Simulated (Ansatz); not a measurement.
InAs (zinc blende, F-43m) under volume change, the program Ansatz at the PBEsol level (PAW), scaled uniformly.

```
V (Å³/atom)  E − E(relaxed) (meV/atom)  P (GPa)
-----------  -------------------------  -------
25.658                             ___      ___
26.504                            19.9     3.99
27.350                             4.7     1.83
28.196                             0.0     0.00
29.042                             4.2    -1.53
29.888                             ___      ___
30.734                            33.6    -3.90
```

Some entries are withheld; supply them.


- 25.658, E − E(relaxed) (meV/atom): 47.5
- 25.658, P (GPa): 6.55
- 29.888, E − E(relaxed) (meV/atom): 15.7
- 29.888, P (GPa): -2.82

What does a third-order Birch–Murnaghan fit give for V₀, B₀ and B′?

V₀ = 28.20 Å³/atom, B₀ = 55.6 GPa, B′ = 4.7.

The PBEsol relaxation kept the symmetry of its start; of distortions, only those at the zone centre were tested.

Potentials: the earlier of the program's two PAW sets.
